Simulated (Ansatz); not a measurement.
CaHClO:
Space group P6₃mc (No. 186); a = 3.864 Å, b = 3.864 Å, c = 9.817 Å, α = 90.00°, β = 90.00°, γ = 120.00°

```json
[
 {"atom": "Ca", "site": "2b", "symmetry": "3m.", "x": "0.3333", "y": "0.6667", "z": "0.0007"},
 {"atom": "H", "site": "2a", "symmetry": "3m.", "x": "0.0000", "y": "0.0000", "z": "0.1661"},
 {"atom": "Cl", "site": "2b", "symmetry": "3m.", "x": "0.3333", "y": "0.6667", "z": "0.3174"},
 {"atom": "O", "site": "2a", "symmetry": "3m.", "x": "0.0000", "y": "0.0000", "z": "0.0676"}
]
```

This is the r²SCAN-relaxed structure.

### Question
All from plane-wave PAW r²SCAN (Ansatz code), unless another level is named. Estimate the electron effective mass.

### Answer
0.42 mₑ (isotropic).

### Question
Give the band gap.

### Answer
6.12 eV (direct).

### Question
What about the valence-band maximum?

### Answer
at Γ.

Space group P6_3mc. The workflow started from a Materials Project entry (that database holds measured and hypothetical structures alike); the Crystallography Open Database copy checked does not list it. Whether it is the stable phase at ambient conditions was not checked. The cell was relaxed with r²SCAN under the symmetry of its start; its stability against distortions is not shown here.

Potentials: the later of the program's two PAW sets.
